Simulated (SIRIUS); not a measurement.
Input and output of a self-consistent single point for SnGeSe2 (Pmc2_1, 8 atoms in the cell; from Materials Project mp-1218835, changed as shown) (SIRIUS).

Method: PBEsol, PseudoDojo 0.4 standard norm-conserving PBEsol (tails mended) pseudopotentials (plane waves; SIRIUS).

The change in words: lattice scaled by 0.98. Reference geometry (Pmc2_1):
```xyz
8
Lattice="3.9596 0.0000 0.0000 0.0000 4.6770 0.0000 0.0000 0.0000 11.3708" Properties=species:S:1:pos:R:3 pbc="T T T"
Sn     1.9798     1.7120     4.3590
Sn     1.9798     2.9650    10.0444
Ge     0.0000     0.5749     7.1347
Ge     0.0000     4.1021     1.4493
Se     0.0000     1.1035     9.6149
Se     0.0000     3.5736     3.9295
Se     1.9798     1.0927     1.6330
Se     1.9798     3.5843     7.3184
```

Reference input (self-consistent single point, DFT, PBEsol, plane waves, PseudoDojo 0.4 standard norm-conserving PBEsol (tails mended) pseudopotentials): parameters.ngridk = 4 4 2; parameters.xc_functionals = [XC_GGA_X_PBE_SOL, XC_GGA_C_PBE_SOL]; parameters.gk_cutoff = 9.274 1/bohr; parameters.pw_cutoff = 18.548 1/bohr; parameters.smearing = fermi_dirac; parameters.smearing_width = 0.00183747 Ha; potentials = PseudoDojo 0.4 standard norm-conserving PBEsol (tails mended) pseudopotentials; parameters.electronic_structure_method = pseudopotential; parameters.num_bands = 72; parameters.num_mag_dims = 0; parameters.num_dft_iter = 100; parameters.energy_tol = 1e-07 Ha. This run's input differs from it in these lines:

```diff
@@ -32,7 +32,7 @@
     "lattice_vectors": [
-      [1.0000000341, 0.0, 0.0],
-      [0.0, 1.1811811102, 0.0],
-      [0.0, 0.0, 2.871687604]
+      [1.0000000237, 0.0, 0.0],
+      [0.0, 1.1811811682, 0.0],
+      [0.0, 0.0, 2.8716879733]
     ],
-    "lattice_vectors_scale": 7.482616,
+    "lattice_vectors_scale": 7.332963,
     "atom_coordinate_units": "au",
@@ -46,14 +46,14 @@
       "Sn": [
-        [3.7413081274, 3.2352687469, 8.237323447],
-        [3.7413081274, 5.603055927, 18.9811912532]
+        [3.6664815869, 3.1705632336, 8.0725772679],
+        [3.6664815869, 5.4909945689, 18.6015680959]
       ],
       "Ge": [
-        [0.0, 1.0864952522, 13.4826945874],
-        [0.0, 7.7518294218, 2.7388267812]
+        [0.0, 1.0647653007, 13.2130411699],
+        [0.0, 7.5967925018, 2.6840503419]
       ],
       "Se": [
-        [0.0, 2.0852259403, 18.1695994791],
-        [0.0, 6.7530987336, 7.4257316729],
-        [3.7413081274, 2.0648977936, 3.0858537113],
-        [3.7413081274, 6.7734268804, 13.8297215175]
+        [0.0, 2.0435213323, 17.8062081287],
+        [0.0, 6.6180364702, 7.2772173007],
+        [3.6664815869, 2.0235997494, 3.0241367456],
+        [3.6664815869, 6.6379580531, 13.5531275737]
       ]
```

The program printed (abridged):

```
[find] density tolerance         : 1e-06
[find] total energy tolerance    : 1e-07
[find] iter_solver_tol (initial) : 0.01
[find] iter_solver_tol (target)  : 1e-13
[find] num_dft_iter              : 100
Charges and magnetic moments
--------------------------------------------------------------------------------
total charge          : 120.000000
[find] | SCF iteration   0 out of 100|
[diagonalize] iterative solver tolerance (occupied, empty): 0.01 0.01
[diagonalize] average number of iterations: 2.22222
[find] Charges and magnetic moments
[find] total charge          : 120.000000
[find] Energy
   [... lines left out ...]

[find] Charges and magnetic moments
[find] total charge          : 120.000000
[find] Energy
[find] smearing (-TS)                 :      -0.00000106
[find] Total energy                   :    -820.24998393 (Ha),   -1640.49996787 (Ry)
[find] Free energy (E-TS)             :    -820.24998499 (Ha),   -1640.49996998 (Ry)
[find] band gap (eV)                  :       0.84165759
[find] Efermi                         :       0.35613047
[find] iteration : 18, RMS (target) : 8.6693e-07 (1.0000e-06) , energy difference (target) : -2.0912e-09 (1.0000e-07)
[find] bands are converged : false
[find] iterative solver converged : false
[find] converged after 19 SCF iterations!
[find] Charges and magnetic moments
[find] total charge          : 120.000000
[find] Energy
[find] smearing (-TS)                 :      -0.00000106
[find] Total energy                   :    -820.24998393 (Ha),   -1640.49996787 (Ry)
[find] Free energy (E-TS)             :    -820.24998499 (Ha),   -1640.49996998 (Ry)
[find] band gap (eV)                  :       0.84165759
[find] Efermi                         :       0.35613047
[ground_state] === stress tensor components [kbar] ===
[ground_state] === stress_total ===
[ground_state]   -26.120106    0.000000    0.000000
[ground_state]     0.000000   -7.630851    0.000000
[ground_state]     0.000000    0.000000  -18.580507
[ground_state] ==== total Forces in Ha/bohr =====
   [... lines left out ...]
[ground_state] atom:    3, force:      -0.0000000     -0.0062112     -0.0090209
[ground_state] atom:    4, force:       0.0000000     -0.0070670      0.0062243
[ground_state] atom:    5, force:       0.0000000      0.0070670      0.0062243
[ground_state] atom:    6, force:      -0.0000000      0.0060597     -0.0051000
[ground_state] atom:    7, force:       0.0000000     -0.0060597     -0.0051000
```

The run converged in 19 iterations. SIRIUS prints the stress tensor with tension positive. Against the reference run the free energy is nearly the same (within 1 meV/atom), the pressure goes from -1.57 to 1.74 GPa, the largest force goes from 0.147 to 0.563 eV/Å and the gap on the mesh goes from 0.802 to 0.842 eV.

The structure comes from a collection of computed structures, made at another level of theory; the collection holds predicted forms beside known ones.

Cost on one core: very roughly 6 core-minutes.

The gap that the log prints is read on the run's mesh, which can miss the band edges or a crossing.

“Tails mended”: in these copies of the files the far tail of each local potential was reset to the Coulomb form.
